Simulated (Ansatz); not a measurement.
**Computed properties of BeS**

BeS:
```xyz
4
Lattice="3.3000 0.0000 0.0000 -1.6500 2.8579 0.0000 0.0000 0.0000 5.2547" Properties=species:S:1:pos:R:3 pbc="T T T"
Be     0.0000     0.0000     0.0000
Be     0.0000     0.0000     2.6274
S      0.0000     1.9052     1.3137
S      1.6500     0.9526     3.9410
```

Space group P6_3/mmc (No. 194), NiAs type; conventional cell a = 3.300 Å, b = 3.300 Å, c = 5.255 Å, α = 90.00°, β = 90.00°, γ = 120.00°.

Method: r²SCAN in the plane-wave PAW code Ansatz. Structure relaxed to zero pressure with the same functional. Other levels are named where they apply.

### Cell and energy

Volume per atom: 12.39 Å³
Density: 2.75 g/cm³
Formation energy from the elements (no fitted shifts): -0.65 eV/atom

### Electronic structure

- Band gap: 1.80 eV (indirect)
- Valence-band maximum: at Γ
- Conduction-band minimum: at K (2 equivalent valleys)
- Smallest direct gap on the standard path: 4.04 eV
- Electron effective mass: 0.33, 0.56, 0.56 mₑ (principal values)
- Hole effective mass: 0.19, 3.6, 3.6 mₑ (principal values)
- HSE06 gap on the r²SCAN cell: 2.27 eV

### Mechanics

* **Bulk modulus (Birch–Murnaghan fit)**: 112 GPa
* **Pressure derivative B′**: 3.8
* **Elastic constants (relaxed ions, GPa)**: C11 = 196, C12 = 103, C13 = 39.7, C33 = 252, C44 = 12.8
* **Mechanical stability**: stable (all eigenvalues of C positive)
* **Hill bulk and shear moduli**: 112 and 34.6 GPa
* **Young's modulus**: 94.2 GPa
* **Poisson's ratio**: 0.36
* **Debye temperature from the elastic constants**: 514 K

### Charges

- Bader charges: Be +1.69, S -1.69 e

This is a known high-pressure phase of the composition, computed here at zero pressure and temperature. The r²SCAN relaxation kept the symmetry of its start; whether a distortion lowers the energy is not shown. The references are the lowest solids computed at this level, not always the standard phases.

Potentials: the earlier of the program's two PAW sets.
